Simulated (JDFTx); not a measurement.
Input for a modified build of JDFTx: aminoborane, BH4N (SMILES BN), charge 0, multiplicity 1, linear PCM (GLSSA13), isobutanol, 0.5 M NaF; lengths in bohr, energies in hartree. This linear run has a cavity as tight as the nonlinear model's, a pairing that the parameters may not suit. The run starts from orbitals saved by an earlier run of the same system.

```
lattice \
  22.2042819644 0.0000000000 0.0000000000 \
  0.0000000000 21.2594189020 0.0000000000 \
  0.0000000000 0.0000000000 17.4799666528
coords-type Cartesian
ion B -1.2958699618 -0.0002284140 -0.0022218128 0
ion N 1.3075160262 -0.0004256681 -0.0007218830 0
ion H -2.3666296359 1.9373529612 0.0022218128 0
ion H -2.3676864059 -1.9373529612 0.0021215875 0
ion H 2.3676864059 -1.5797072635 0.0018274119 0
ion H 2.3649492036 1.5807803990 0.0017030409 0
ion-species pseudo/b_pbe_v1.4.upf
ion-species pseudo/n_pbe_v1.2.upf
ion-species pseudo/h_pbe_v1.4.upf
elec-cutoff 20 100
elec-ex-corr gga-PBE
symmetries none
elec-n-bands 6
electronic-minimize nIterations 150 energyDiffThreshold 1e-7
fluid LinearPCM
pcm-variant GLSSA13
fluid-solvent Isobutanol
fluid-cation Na+ 0.5
fluid-anion F- 0.5
fluid-minimize nIterations 400 knormThreshold 1e-11
wavefunction read s0.wfns 9
dump-name s4.$VAR
dump End State Ecomponents EigStats BandEigs Forces ElecDensity IonicPositions FluidDebug
```

The log closes as follows.

```
[...]
ElecMinimize: Iter:   8  Etot: -15.237752775925765  |grad|_K:  5.013e-07  alpha:  1.053e+00  linmin: -1.446e-03
ElecMinimize: Iter:   9  Etot: -15.237752832402844  |grad|_K:  2.283e-07  alpha:  1.059e+00  linmin: -5.256e-03
ElecMinimize: Iter:  10  Etot: -15.237752844197811  |grad|_K:  1.113e-07  alpha:  1.064e+00  linmin: -2.379e-05
ElecMinimize: Converged (|Delta Etot|<1.000000e-07 for 2 iters).

# Ionic positions in cartesian coordinates:
ion B  -1.295869961800000  -0.000228414000000  -0.002221812800000 0
ion N   1.307516026200000  -0.000425668100000  -0.000721883000000 0
ion H  -2.366629635900000   1.937352961200000   0.002221812800000 0
ion H  -2.367686405900000  -1.937352961200000   0.002121587500000 0
ion H   2.367686405900000  -1.579707263500000   0.001827411900000 0
ion H   2.364949203600000   1.580780399000000   0.001703040900000 0

# Forces in Cartesian coordinates:
force B   0.009156938783443  -0.000078910495554   0.000275927667716 0
force N  -0.005998526206717   0.000101794315559  -0.000059102988997 0
force H  -0.009403734220533   0.014465200272387  -0.000093116687713 0
force H  -0.009393325027663  -0.014441953910343  -0.000101918276774 0
force H   0.007789336542310  -0.015014154259253  -0.000018190538643 0
force H   0.007820972144702   0.014964788674656  -0.000012660077706 0

# Energy components:
   A_diel =       -0.0206821756597567
   Eewald =        9.1238959755046150
       EH =       20.5988439996545800
     Eloc =      -50.8703319643524949
      Enl =        1.7709604735050080
      Exc =       -5.6018563291370596
 Exc_core =        0.4309082988692607
       KE =        9.3305088774180369
-------------------------------------
     Etot =      -15.2377528441978107


	eMin: -0.771409 at state 0 ( [ +0.000000 +0.000000 +0.000000 ] spin 0 )
	HOMO: -0.252966 at state 0 ( [ +0.000000 +0.000000 +0.000000 ] spin 0 )
```

The run took 11 electronic cycles (a count that differs between repeats, as do the digits past 10⁻⁶ Ha); the highest occupied level lies at -6.88 eV from the bulk liquid; the total lies -0.45 eV from the vacuum run at this geometry. The continuum can't coordinate to the solute or react with it.
